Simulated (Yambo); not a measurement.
G0W0@PBEsol for MgTiF6 (space group R-3, No. 148) in Yambo (2×2×2 mesh, 7 Ry block, plasmon pole, screening fixed), without a terminator:

```
bands N in G  gap Γ → F (eV)  shift of the valence edge (eV)
------------  --------------  ------------------------------
71                     9.826                          -1.550
109                    9.806                          -1.729
163                    9.759                          -1.850
```

**Question.** Extrapolate both columns to infinite N with E(N) = E∞ + A/N, test the form, and compare with the terminator.

**Answer.** From two points, E∞ = (N2 E2 − N1 E1)/(N2 − N1). The two largest N give 9.66 eV for the gap and -2.09 eV for the shift; the two smallest give 9.77 eV and -2.06 eV. For the gap the slopes A are 4.1 and 15 eV: the form isn't reached, and its limit is uncertain. For the shift the slopes A are 36 and 40 eV: the 1/N form holds. With the Bruneval-Gonze terminator and 163 bands the run gives 9.59 eV and -2.03 eV, 0.07 eV and 0.06 eV from the extrapolated values: the terminator too is an estimate of the remainder. Block, mesh and the bands in W are held fixed.

Geometry of the Materials Project entry, not relaxed at this level; primitive cell a = 5.3688 Å, b = 5.3688 Å, c = 5.3688 Å, α = 58.13°, β = 58.13°, γ = 58.13°.

The structure is a Materials Project entry; no match was found in the copy of COD used, and its stability was not checked.

A shift is the quasiparticle energy of the state minus its PBEsol energy.
